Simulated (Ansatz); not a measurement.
The following input was run with Ansatz 0.2.0.

```yaml
crystal:
  lattice:
    - [3.7662770498, 0.0, 0.0]
    - [-1.8831385249, 3.2616916029, 0.0]
    - [0.0, 0.0, 6.2868877364]
  atoms:
    - { symbol: Mn, position: [0.3333333333, 0.6666666667, 0.3857437334], spin: 2.22 }
    - { symbol: Mn, position: [0.6666666667, 0.3333333333, 0.6142562666], spin: 2.22 }
    - { symbol: Zn, position: [0.0, 0.0, 0.0] }
    - { symbol: As, position: [0.3333333333, 0.6666666667, 0.7570476224] }
    - { symbol: As, position: [0.6666666667, 0.3333333333, 0.2429523776] }
basis:
  ecutwfc: 420
kpoints:
  mp_grid: { grid: [12, 12, 6] }
hamiltonian:
  xc: pbesol
scf:
  occupations: { method: gaussian, width: 0.1 }
output:
  forces: true
  stress: true
  eigenvalues: true
  populations: true
magnetization:
  spin_polarized: true
relax:
  adjacent_minimum: "off"
  f_tol: 0.01
  max_steps: 30
  cell: { stress_tol: 0.1, fix: [volume] }
```

Command:
```bash
ansatz run input.yaml --threads 1 --pin off --max-ram 2560MiB --backend cpu --events-out ev --progress --plain --runs-dir out
```

These are results of Ansatz, DFT PBEsol, scalar-relativistic, plane waves, PAW, not measurements.

Part of what the program printed, abridged (iterations and final results):

```
SCF iter   1: F=—  HF=-20642.885908 eV  |F-HF|=—  |Δ(HF+E_count)|=         —  Δρ=3.29e-2 (↑2.86e-2 ↓3.29e-2) dr2=5.82e0  dr2_m=1.07e-1  M=3.959 μB ∫|m|=4.341 μB  β_m=0.30  ethr=3.10e-3  ⟨swp⟩=5.8  Hψ=31437  notcnv=0  defer=2
Mixer restart at iter 1: flushing history
spin=Collinear: Kerker preconditioning applied to the charge; magnetization (m = ρ↑ − ρ↓) channel mixes plain (no charge-response kernel on spin).
SCF iter   2: F=—  HF=-20642.651991 eV  |F-HF|=—  |Δ(HF+E_count)|=   2.34e-1  Δρ=2.23e-2 (↑1.88e-2 ↓2.23e-2) dr2=4.65e0  dr2_m=6.01e-2  M=4.005 μB ∫|m|=4.423 μB  β_m=0.46  ethr=3.10e-3  ⟨swp⟩=2.0  Hψ=14522  notcnv=0  defer=667
SCF iter   3: F=—  HF=-20643.608803 eV  |F-HF|=—  |Δ(HF+E_count)|=   9.57e-1  Δρ=1.69e-2 (↑1.65e-2 ↓1.69e-2) dr2=3.72e0  dr2_m=1.71e-2  M=3.993 μB ∫|m|=4.449 μB  β_m=0.45  ethr=3.10e-3  ⟨swp⟩=2.0  Hψ=11017  notcnv=0  defer=663
SCF iter   4: F=—  HF=-20643.979104 eV  |F-HF|=—  |Δ(HF+E_count)|=   3.70e-1  Δρ=9.47e-3 (↑9.47e-3 ↓8.69e-3) dr2=6.63e-1  dr2_m=4.32e-3  M=3.920 μB ∫|m|=4.403 μB  β_m=0.61  ethr=3.10e-3  ⟨swp⟩=3.0  Hψ=13821  notcnv=0  defer=637
SCF iter   5: F=—  HF=-20643.721784 eV  |F-HF|=—  |Δ(HF+E_count)|=   2.57e-1  Δρ=4.70e-3 (↑4.70e-3 ↓3.98e-3) dr2=8.56e-2  dr2_m=1.39e-3  M=3.910 μB ∫|m|=4.407 μB  β_m=0.58  ethr=9.22e-4  ⟨swp⟩=2.6  Hψ=15587  notcnv=0  defer=624
SCF iter   6: F=—  HF=-20643.738091 eV  |F-HF|=—  |Δ(HF+E_count)|=         —  Δρ=6.85e-3 (↑6.85e-3 ↓3.65e-3) dr2=7.74e-2  dr2_m=2.56e-3  M=3.887 μB ∫|m|=4.365 μB  β_m=0.58  ethr=1.19e-4  ⟨swp⟩=2.0  Hψ=13776  notcnv=0  defer=624
Mixer restart at iter 6: flushing history
SCF iter   7: F=—  HF=-20643.793185 eV  |F-HF|=—  |Δ(HF+E_count)|=   5.51e-2  Δρ=2.40e-3 (↑1.63e-3 ↓2.40e-3) dr2=9.84e-3  dr2_m=1.61e-3  M=3.944 μB ∫|m|=4.424 μB  β_m=0.63  ethr=1.07e-4  ⟨swp⟩=2.0  Hψ=13605  notcnv=0  defer=625
SCF iter   8: F=—  HF=-20643.798746 eV  |F-HF|=—  |Δ(HF+E_count)|=   5.56e-3  Δρ=1.84e-3 (↑1.60e-3 ↓1.84e-3) dr2=1.57e-2  dr2_m=3.86e-5  M=3.938 μB ∫|m|=4.414 μB  β_m=0.74  ethr=1.37e-5  ⟨swp⟩=2.1  Hψ=13407  notcnv=0  defer=625
SCF iter   9: F=—  HF=-20643.796527 eV  |F-HF|=—  |Δ(HF+E_count)|=   2.22e-3  Δρ=2.32e-3 (↑2.32e-3 ↓8.32e-4) dr2=3.94e-3  dr2_m=5.74e-4  M=3.974 μB ∫|m|=4.456 μB  β_m=0.87  ethr=1.37e-5  ⟨swp⟩=2.0  Hψ=17105  notcnv=0  defer=625
SCF iter  10: F=—  HF=-20643.798716 eV  |F-HF|=—  |Δ(HF+E_count)|=   2.19e-3  Δρ=1.13e-3 (↑1.13e-3 ↓4.22e-4) dr2=1.04e-3  dr2_m=1.29e-4  M=3.964 μB ∫|m|=4.447 μB  β_m=0.68  ethr=5.47e-6  ⟨swp⟩=2.0  Hψ=13990  notcnv=0  defer=623
SCF iter  11: F=—  HF=-20643.798989 eV  |F-HF|=—  |Δ(HF+E_count)|=   2.73e-4  Δρ=1.18e-4 (↑1.18e-4 ↓8.68e-5) dr2=3.63e-5  dr2_m=5.47e-7  M=3.956 μB ∫|m|=4.439 μB  β_m=0.84  ethr=1.44e-6  ⟨swp⟩=2.0  Hψ=15971  notcnv=0  defer=624
SCF iter  12: F=—  HF=-20643.798986 eV  |F-HF|=—  |Δ(HF+E_count)|=   2.91e-6  Δρ=5.23e-5 (↑5.23e-5 ↓4.75e-5) dr2=1.19e-5  dr2_m=3.89e-8  M=3.956 μB ∫|m|=4.438 μB  β_m=0.92  ethr=5.04e-8  ⟨swp⟩=2.1  Hψ=12592  notcnv=0  defer=624
SCF iter  13: F=—  HF=-20643.798987 eV  |F-HF|=—  |Δ(HF+E_count)|=   8.63e-7  Δρ=3.45e-5 (↑3.45e-5 ↓2.01e-5) dr2=3.73e-6  dr2_m=5.44e-8  M=3.955 μB ∫|m|=4.438 μB  β_m=0.81  ethr=1.65e-8  ⟨swp⟩=2.0  Hψ=13893  notcnv=0  defer=624
SCF iter  14: F=—  HF=-20643.798987 eV  |F-HF|=—  |Δ(HF+E_count)|=   3.68e-7  Δρ=2.40e-5 (↑2.40e-5 ↓7.13e-6) dr2=8.63e-7  dr2_m=7.70e-8  M=3.955 μB ∫|m|=4.437 μB  β_m=0.90  ethr=5.18e-9  ⟨swp⟩=2.0  Hψ=13339  notcnv=0  defer=624
SCF iter  15: F=—  HF=-20643.798987 eV  |F-HF|=—  |Δ(HF+E_count)|=   1.16e-7  Δρ=3.58e-6 (↑2.75e-6 ↓3.58e-6) dr2=1.95e-8  dr2_m=4.81e-9  M=3.955 μB ∫|m|=4.437 μB  β_m=0.95  ethr=1.20e-9  ⟨swp⟩=2.0  Hψ=10672  notcnv=0  defer=624
SCF iter  16: F=-20643.798986 eV  HF=-20643.798987 eV  |F-HF|=7.52e-8  |Δ(HF+E_count)|=   2.11e-8  Δρ=6.26e-6 (↑6.26e-6 ↓4.01e-6) dr2=7.87e-8  dr2_m=1.01e-9  M=3.955 μB ∫|m|=4.437 μB  ethr=2.70e-11  ⟨swp⟩=8.7  Hψ=38027  notcnv=0
SCF 1 converged in 16 iterations: F = -20643.798986 eV  dr2 = 7.87e-8
relax step   1: F+E_penalty+E_count = -20643.79898645 eV  Δ(F+E_penalty+E_count) = +0.000e0 eV  max|allowed force component| = 1.783e-1 eV/Å  Δτ_max = 0.0000 Å  P = +3.357 GPa  Ω = 77.231 Å³  fix = [volume]  reactions: volume +3.357 GPa (16 SCF iters, dr2 threshold 1.00e-7 eV, accepted)
Initial density: handed on by an earlier stage of this run
Starting moments: Σ|m| = 4.44 μB on 2 of 5 sites; this step starts from the density that it was given
Initial wavefunctions: those handed on with the density
SCF iter   1: F=—  HF=-20643.801239 eV  |F-HF|=—  |Δ(HF+E_count)|=         —  Δρ=1.52e-3 (↑1.52e-3 ↓8.34e-4) dr2=5.64e-4  dr2_m=8.83e-4  M=3.990 μB ∫|m|=4.475 μB  β_m=0.65  ethr=8.43e-7  ⟨swp⟩=2.0  Hψ=38559  notcnv=0
spin=Collinear: Kerker preconditioning applied to the charge; magnetization (m = ρ↑ − ρ↓) channel mixes plain (no charge-response kernel on spin).
SCF iter   2: F=—  HF=-20643.801092 eV  |F-HF|=—  |Δ(HF+E_count)|=   1.47e-4  Δρ=4.56e-4 (↑2.21e-4 ↓4.56e-4) dr2=2.18e-4  dr2_m=2.13e-5  M=3.984 μB ∫|m|=4.469 μB  β_m=0.47  ethr=7.83e-7  ⟨swp⟩=2.0  Hψ=16251  notcnv=0
SCF iter   3: F=—  HF=-20643.801213 eV  |F-HF|=—  |Δ(HF+E_count)|=   1.21e-4  Δρ=3.33e-4 (↑2.89e-4 ↓3.33e-4) dr2=3.60e-5  dr2_m=6.36e-5  M=3.989 μB ∫|m|=4.474 μB  β_m=0.66  ethr=3.03e-7  ⟨swp⟩=2.0  Hψ=16026  notcnv=0
SCF iter   4: F=—  HF=-20643.801330 eV  |F-HF|=—  |Δ(HF+E_count)|=   1.17e-4  Δρ=2.05e-4 (↑1.00e-4 ↓2.05e-4) dr2=4.97e-5  dr2_m=1.26e-5  M=3.991 μB ∫|m|=4.476 μB  β_m=0.76  ethr=5.00e-8  ⟨swp⟩=2.0  Hψ=12371  notcnv=0
SCF iter   5: F=—  HF=-20643.801380 eV  |F-HF|=—  |Δ(HF+E_count)|=   5.01e-5  Δρ=9.82e-5 (↑9.25e-5 ↓9.82e-5) dr2=2.56e-5  dr2_m=9.86e-8  M=3.992 μB ∫|m|=4.479 μB  β_m=0.63  ethr=5.00e-8  ⟨swp⟩=2.0  Hψ=12612  notcnv=0
SCF iter   6: F=—  HF=-20643.801368 eV  |F-HF|=—  |Δ(HF+E_count)|=   1.20e-5  Δρ=4.09e-5 (↑4.09e-5 ↓2.32e-5) dr2=1.71e-6  dr2_m=1.60e-7  M=3.995 μB ∫|m|=4.481 μB  β_m=0.82  ethr=3.55e-8  ⟨swp⟩=2.0  Hψ=16082  notcnv=0
SCF iter   7: F=—  HF=-20643.801373 eV  |F-HF|=—  |Δ(HF+E_count)|=   5.09e-6  Δρ=1.10e-5 (↑1.10e-5 ↓5.53e-6) dr2=1.36e-7  dr2_m=1.11e-8  M=3.994 μB ∫|m|=4.481 μB  β_m=0.91  ethr=2.37e-9  ⟨swp⟩=2.0  Hψ=16076  notcnv=0
SCF iter   8: F=—  HF=-20643.801374 eV  |F-HF|=—  |Δ(HF+E_count)|=   5.85e-7  Δρ=4.19e-6 (↑4.19e-6 ↓2.82e-6) dr2=4.15e-8  dr2_m=4.73e-10  M=3.994 μB ∫|m|=4.481 μB  β_m=0.95  ethr=1.89e-10  ⟨swp⟩=2.0  Hψ=16132  notcnv=0
SCF iter   9: F=-20643.801374 eV  HF=-20643.801374 eV  |F-HF|=1.52e-8  |Δ(HF+E_count)|=   7.11e-8  Δρ=2.26e-6 (↑2.26e-6 ↓1.81e-6) dr2=1.59e-8  dr2_m=5.20e-11  M=3.994 μB ∫|m|=4.480 μB  ethr=5.77e-11  ⟨swp⟩=2.0  Hψ=31509  notcnv=0
SCF 2 converged in 9 iterations: F = -20643.801374 eV  dr2 = 1.59e-8
relax step   2: F+E_penalty+E_count = -20643.80137409 eV  Δ(F+E_penalty+E_count) = -2.388e-3 eV  max|allowed force component| = 6.066e-2 eV/Å  Δτ_max = 0.0101 Å  P = +3.096 GPa  Ω = 77.231 Å³  energy of the carried Pulay correction = +8.180e-18 eV  fix = [volume]  reactions: volume +3.096 GPa (9 SCF iters, dr2 threshold 5.00e-7 eV, accepted)
SCF iter   1: F=—  HF=-20643.801622 eV  |F-HF|=—  |Δ(HF+E_count)|=         —  Δρ=5.75e-4 (↑5.75e-4 ↓2.92e-4) dr2=8.86e-5  dr2_m=1.19e-4  M=4.007 μB ∫|m|=4.495 μB  β_m=0.65  ethr=1.26e-7  ⟨swp⟩=2.1  Hψ=36516  notcnv=0
spin=Collinear: Kerker preconditioning applied to the charge; magnetization (m = ρ↑ − ρ↓) channel mixes plain (no charge-response kernel on spin).
SCF iter   2: F=—  HF=-20643.801603 eV  |F-HF|=—  |Δ(HF+E_count)|=   1.88e-5  Δρ=1.72e-4 (↑8.91e-5 ↓1.72e-4) dr2=4.24e-5  dr2_m=2.54e-6  M=4.005 μB ∫|m|=4.492 μB  β_m=0.47  ethr=1.23e-7  ⟨swp⟩=2.0  Hψ=16191  notcnv=0
SCF iter   3: F=—  HF=-20643.801623 eV  |F-HF|=—  |Δ(HF+E_count)|=   1.97e-5  Δρ=1.29e-4 (↑1.09e-4 ↓1.29e-4) dr2=9.87e-6  dr2_m=9.13e-6  M=4.007 μB ∫|m|=4.495 μB  β_m=0.68  ethr=5.89e-8  ⟨swp⟩=2.0  Hψ=16014  notcnv=0
SCF iter   4: F=—  HF=-20643.801642 eV  |F-HF|=—  |Δ(HF+E_count)|=   1.93e-5  Δρ=7.80e-5 (↑3.30e-5 ↓7.80e-5) dr2=1.00e-5  dr2_m=1.41e-6  M=4.008 μB ∫|m|=4.495 μB  β_m=0.75  ethr=1.37e-8  ⟨swp⟩=2.0  Hψ=12352  notcnv=0
SCF iter   5: F=—  HF=-20643.801649 eV  |F-HF|=—  |Δ(HF+E_count)|=   6.86e-6  Δρ=3.61e-5 (↑3.59e-5 ↓3.61e-5) dr2=3.35e-6  dr2_m=4.00e-9  M=4.008 μB ∫|m|=4.496 μB  β_m=0.61  ethr=1.37e-8  ⟨swp⟩=2.0  Hψ=12500  notcnv=0
SCF iter   6: F=—  HF=-20643.801647 eV  |F-HF|=—  |Δ(HF+E_count)|=   2.21e-6  Δρ=1.53e-5 (↑1.53e-5 ↓9.09e-6) dr2=2.43e-7  dr2_m=2.18e-8  M=4.009 μB ∫|m|=4.497 μB  β_m=0.80  ethr=4.65e-9  ⟨swp⟩=2.0  Hψ=16064  notcnv=0
SCF iter   7: F=—  HF=-20643.801647 eV  |F-HF|=—  |Δ(HF+E_count)|=   7.46e-7  Δρ=4.11e-6 (↑4.11e-6 ↓2.68e-6) dr2=2.69e-8  dr2_m=8.27e-10  M=4.009 μB ∫|m|=4.497 μB  β_m=0.90  ethr=3.38e-10  ⟨swp⟩=2.0  Hψ=16075  notcnv=0
SCF iter   8: F=-20643.801647 eV  HF=-20643.801648 eV  |F-HF|=1.38e-7  |Δ(HF+E_count)|=   1.26e-7  Δρ=6.31e-6 (↑6.31e-6 ↓5.49e-6) dr2=1.49e-7  dr2_m=2.47e-10  M=4.009 μB ∫|m|=4.497 μB  ethr=3.73e-11  ⟨swp⟩=2.0  Hψ=32472  notcnv=0
SCF 3 converged in 8 iterations: F = -20643.801647 eV  dr2 = 1.49e-7
relax step   3: F+E_penalty+E_count = -20643.80164741 eV  Δ(F+E_penalty+E_count) = -2.733e-4 eV  max|allowed force component| = 9.558e-3 eV/Å  Δτ_max = 0.0043 Å  P = +2.991 GPa  Ω = 77.231 Å³  energy of the carried Pulay correction = +1.636e-17 eV  fix = [volume]  reactions: volume +2.991 GPa (8 SCF iters, dr2 threshold 2.30e-7 eV, accepted)
Initial wavefunctions: pseudopotential atomic-orbital guess (no wavefunctions were taken with the density)
SCF iter   1: F=—  HF=-20643.801650 eV  |F-HF|=—  |Δ(HF+E_count)|=         —  Δρ=2.43e-6 (↑2.43e-6 ↓2.08e-6) dr2=5.94e-9  dr2_m=6.31e-10  M=4.009 μB ∫|m|=4.497 μB  β_m=0.65  ethr=8.30e-8  ⟨swp⟩=3.1  Hψ=57444  notcnv=0
spin=Collinear: Kerker preconditioning applied to the charge; magnetization (m = ρ↑ − ρ↓) channel mixes plain (no charge-response kernel on spin).
SCF iter   2: F=—  HF=-20643.801651 eV  |F-HF|=—  |Δ(HF+E_count)|=   1.30e-6  Δρ=1.60e-6 (↑1.60e-6 ↓1.06e-6) dr2=1.07e-9  dr2_m=7.26e-10  M=4.009 μB ∫|m|=4.497 μB  β_m=0.48  ethr=8.25e-12  ⟨swp⟩=3.1  Hψ=22436  notcnv=0
SCF iter   3: F=—  HF=-20643.801651 eV  |F-HF|=—  |Δ(HF+E_count)|=  8.04e-10  Δρ=8.29e-7 (↑5.91e-7 ↓8.29e-7) dr2=1.54e-9  dr2_m=1.03e-10  M=4.009 μB ∫|m|=4.497 μB  β_m=0.66  ethr=1.48e-12  ⟨swp⟩=2.0  Hψ=15886  notcnv=0
SCF iter   4: F=—  HF=-20643.801651 eV  |F-HF|=—  |Δ(HF+E_count)|=   2.53e-9  Δρ=5.29e-7 (↑2.22e-7 ↓5.29e-7) dr2=7.76e-10  dr2_m=5.65e-11  M=4.009 μB ∫|m|=4.497 μB  β_m=0.83  ethr=1.48e-12  ⟨swp⟩=2.0  Hψ=12542  notcnv=0
SCF iter   5: F=—  HF=-20643.801651 eV  |F-HF|=—  |Δ(HF+E_count)|=  4.07e-10  Δρ=4.46e-7 (↑4.46e-7 ↓1.60e-7) dr2=1.36e-10  dr2_m=2.67e-11  M=4.009 μB ∫|m|=4.497 μB  β_m=0.76  ethr=1.08e-12  ⟨swp⟩=2.1  Hψ=15725  notcnv=0
SCF iter   6: F=—  HF=-20643.801651 eV  |F-HF|=—  |Δ(HF+E_count)|=  5.09e-11  Δρ=2.67e-7 (↑2.67e-7 ↓1.39e-7) dr2=9.01e-11  dr2_m=4.41e-12  M=4.009 μB ∫|m|=4.497 μB  β_m=0.65  ethr=1.00e-12  ⟨swp⟩=2.0  Hψ=10204  notcnv=0
SCF iter   7: F=—  HF=-20643.801651 eV  |F-HF|=—  |Δ(HF+E_count)|=  6.18e-11  Δρ=2.63e-7 (↑2.63e-7 ↓2.16e-7) dr2=2.25e-10  dr2_m=6.77e-13  M=4.009 μB ∫|m|=4.497 μB  β_m=0.73  ethr=1.00e-12  ⟨swp⟩=1.1  Hψ=9230  notcnv=0
SCF iter   8: F=-20643.801651 eV  HF=-20643.801651 eV  |F-HF|=1.09e-11  |Δ(HF+E_count)|=  2.55e-11  Δρ=7.35e-8 (↑7.35e-8 ↓6.28e-8) dr2=1.92e-11  dr2_m=5.27e-14  M=4.009 μB ∫|m|=4.497 μB  ethr=1.00e-12  ⟨swp⟩=2.3  Hψ=25270  notcnv=0
SCF 4 converged in 8 iterations: F = -20643.801651 eV  dr2 = 1.92e-11
SCF converged after 8 iterations
Magnetization: 4.0088 μB (38.0044 up, 33.9956 down)
Absolute magnetization: 4.4903 μB (∫|ρ↑−ρ↓|, with the PAW one-centre terms)
Spin contamination: 0.1320 ħ² per cell (⟨S²⟩ above its minimum at these occupations)
Per-site moments (μB) at R_I (Å): [(1.94170205, 0.96729921), (1.94170205, 0.96729921), (0.02459965, 1.09278015), (-0.07262191, 0.96729921), (-0.07262191, 0.96729921)]
Free energy (F): -20643.801651 eV
Harris-Foulkes:  -20643.801651 eV  (|F-HF|=1.09e-11)
Internal energy: -20643.786609 eV  (E = F + TS)
E sigma→0 (E₀):  -20643.794130 eV
Entropy (-TS):   -0.015042 eV (-3.008 meV/atom)
Fermi energy:    13.745896 eV
--- Per-component energies (eV) ---
  E_band       = -793.504735
  E_kinetic    = 959.792314
  E_local      = -8821.886107  (includes V_loc(G=0)·N_el)
  E_nonlocal   = -230.225701
  E_hartree    = 4171.208397
  E_xc         = -522.346865
  E_vxc        = -505.985110  (∫ρ·V_xc dr)
  E_paw        = -7922.355850  (= ΣΔE_a)
  E_vpaw       = -537.616836  (= ΣTr[D̂ρ^β])
  E_aug_tail   = -0.000376  (compensation charges beyond the density's cutoff)
  E_ewald      = -8281.041934
  E_core_change = 3.069513  (= ΣΔE_core)
  E_smearing   = -0.015042  (= −TS)
--- Forces (eV/Å), atoms counted from 1 ---
  atom   1  Mn     0.00000000     0.00000000     0.00952947
  atom   2  Mn     0.00000000     0.00000000    -0.00952947
  atom   3  Zn     0.00000000     0.00000000     0.00000000
  atom   4  As     0.00000000     0.00000000     0.00740403
  atom   5  As     0.00000000     0.00000000    -0.00740403
--- Stress (GPa, compression-positive) ---
        2.974737       0.000000       0.000000
        0.000000       2.974737       0.000000
        0.000000       0.000000       3.023689
  P = ⅓ Tr σ = 2.9911 GPa (29.911 kbar)
--- Band table (eV; the first three rows and the last of 200) ---
  k-point 0 ↑: bands = ["-66.0198", "-65.9776", "-34.9926", "-34.9926", "-34.8881", "-34.8881", "-34.8862", "-34.8044", "-21.9193", "-21.9159", "-21.9117", "-21.9117", "-21.9109", "-21.9109", "-21.8920", "-21.8920", "-21.8904", "-21.8904", "0.2597", "1.9963", "5.9065", "6.0448", "6.0448", "6.2359", "6.2359", "7.2026", "9.7846", "9.7846", "9.8155", "10.4533", "10.4533", "11.8234", "11.8234", "12.6427", "13.0004", "13.0004", "15.7730", "15.7730", "15.8127", "15.8127", "15.8221", "15.9205", "17.7974", "19.6861", "19.6861", "20.0248"]
  k-point 1 ↑: bands = ["-66.0198", "-65.9776", "-34.9926", "-34.9926", "-34.8881", "-34.8881", "-34.8862", "-34.8044", "-21.9193", "-21.9158", "-21.9118", "-21.9118", "-21.9108", "-21.9108", "-21.8919", "-21.8919", "-21.8905", "-21.8905", "0.3419", "1.8330", "5.9530", "6.0433", "6.0433", "6.2362", "6.2362", "7.3290", "9.7990", "9.7990", "9.8270", "10.4249", "10.4249", "11.8365", "11.8365", "12.6447", "13.0145", "13.0145", "14.9573", "15.7205", "15.7205", "15.9312", "15.9312", "16.7880", "17.5423", "19.2612", "19.2612", "20.1177"]
  k-point 2 ↑: bands = ["-66.0198", "-65.9776", "-34.9926", "-34.9926", "-34.8881", "-34.8881", "-34.8862", "-34.8044", "-21.9195", "-21.9156", "-21.9119", "-21.9119", "-21.9107", "-21.9107", "-21.8917", "-21.8917", "-21.8907", "-21.8907", "0.5748", "1.4519", "6.0220", "6.0403", "6.0403", "6.2369", "6.2369", "7.6081", "9.8317", "9.8317", "9.8445", "10.3652", "10.3652", "11.8634", "11.8634", "12.6512", "13.0397", "13.0397", "14.2739", "15.6888", "15.6888", "16.1271", "16.1271", "17.0551", "17.4548", "18.6220", "18.6220", "20.4166"]
  k-point 99 ↓: bands = ["-63.8178", "-63.8178", "-32.8748", "-32.8748", "-32.8283", "-32.7061", "-32.7061", "-32.6735", "-21.9324", "-21.9324", "-21.9302", "-21.9287", "-21.9287", "-21.9276", "-21.9105", "-21.9100", "-21.9095", "-21.9095", "2.3713", "2.3713", "6.1301", "6.1301", "6.2332", "6.2788", "6.2788", "7.6142", "8.4776", "8.4776", "9.1426", "11.8446", "11.8446", "12.4414", "13.0746", "13.3336", "13.3336", "13.8072", "14.8605", "14.8605", "14.9759", "15.7578", "15.7578", "18.5861", "19.0093", "19.0093", "19.3048", "22.7085"]
--- Relaxed structure (3 steps of the walk, 3 accepted, 1 SCFs on fresh bases) ---
  F+E_penalty+E_count = -20643.80165145 eV   max|allowed force component| = 9.529e-3 eV/Å   (the final SCF, on the basis selected at the relaxed cell)
  cell:  # Å, volume = 77.2309 Å³
    - [3.77260989, 0.0, 0.0]
    - [-1.88630494, 3.26717600, 0.0]
    - [0.0, 0.0, 6.26579865]
  atoms:
    - { symbol: Mn, position: [0.33333333, 0.66666666, 0.38508955] }
    - { symbol: Mn, position: [0.66666666, 0.33333333, 0.61491044] }
    - { symbol: Zn, position: [0.0, 0.0, 0.0] }
    - { symbol: As, position: [0.33333333, 0.66666666, 0.75933837] }
    - { symbol: As, position: [0.66666666, 0.33333333, 0.24066162] }
--- Löwdin populations: 5 sites ---
  site symbol q [e]    m [muB]
     0     Mn     14.5894     2.1429
     1     Mn     14.5894     2.1429
     2     Zn     10.8175     0.0495
     3     As     15.6927    -0.1586
     4     As     15.6927    -0.1586
  spilling = 0.008587 (of n_electrons = 72.000000)
```

The relaxation met its thresholds.

The run took 4.2 min on 1 thread of Arm Neoverse V1, with other jobs on the host, peak memory 0.77 GiB.

Only parallel moments were tried here.